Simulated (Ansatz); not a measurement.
SiRu:
```yaml
crystal:
  lattice:
    - [4.70638, 0.00000, 0.00000]
    - [0.00000, 4.70638, 0.00000]
    - [0.00000, 0.00000, 4.70638]
  atoms:
    - { symbol: Si, position: [0.16241, 0.33759, 0.66241] }
    - { symbol: Si, position: [0.33759, 0.66241, 0.16241] }
    - { symbol: Si, position: [0.66241, 0.16241, 0.33759] }
    - { symbol: Si, position: [0.83759, 0.83759, 0.83759] }
    - { symbol: Ru, position: [0.87054, 0.62946, 0.37054] }
    - { symbol: Ru, position: [0.62946, 0.37054, 0.87054] }
    - { symbol: Ru, position: [0.37054, 0.87054, 0.62946] }
    - { symbol: Ru, position: [0.12946, 0.12946, 0.12946] }
```

Relaxed with r²SCAN.

Problem. Give the Bader charges and basin volumes of the independent atoms, r²SCAN in the plane-wave PAW code Ansatz.

Solution. 

```json
[
 {"atom": "Si1", "Bader charge (e)": "+0.77", "Bader volume (Å³)": "10.4"},
 {"atom": "Ru5", "Bader charge (e)": "-0.77", "Bader volume (Å³)": "15.7"}
]
```

Space group P2_13. The r²SCAN relaxation kept the symmetry of its start. The run is not spin-polarised.

Potentials: the earlier of the program's two PAW sets.
